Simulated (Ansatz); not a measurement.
The end of the path is a generated cell of AlPd: the first start was made by placing the elements on the sites of a structure type, and the end was not matched to a known phase here, so it may be hypothetical.

A geometry of AlPd away from equilibrium: the start of the relaxation of a generated cell, AlPd placed in the AFLOW prototype AB_hR6_160_3a_3a (as in SiC). These are PBE (plane waves to 420 eV, PAW, scalar-relativistic; Ansatz, an electronic-structure program) values and carry that method's errors. Γ-centred k-mesh 11×11×11 on the run's cell (coarser than for final values), Fermi–Dirac smearing 0.05 eV.

```xyz
6
Lattice="1.7162 0.9908 8.4076 -1.7162 0.9908 8.4076 0.0000 -1.9817 8.4076" Properties=species:S:1:pos:R:3:forces:R:3 pbc="T T T" free_energy=-22523.903 pressure_GPa=77.2
Pd     0.0000     0.0000     0.0000    0.0000    0.0000   -0.0565
Pd     0.0000     0.0000     5.6050    0.0000    0.0000   -0.0550
Pd     0.0000     0.0000    19.6178    0.0000    0.0000   -0.1719
Al     0.0000     0.0000     2.1018    0.0000    0.0000    0.1578
Al     0.0000     0.0000     7.7071    0.0000    0.0000    0.0188
Al     0.0000     0.0000    21.7196    0.0000    0.0000    0.1069
```

Positions in Å, forces in eV/Å, free energy of the cell in eV (comparable only within this code, potentials and settings). Largest force: 0.17 eV/Å, on Pd3 (atoms numbered as listed); the geometry lies 1.84 eV/atom above the end of its relaxation.

No spin polarisation in the result.

The run could not lose the symmetry of its start, so the end can be a saddle point.
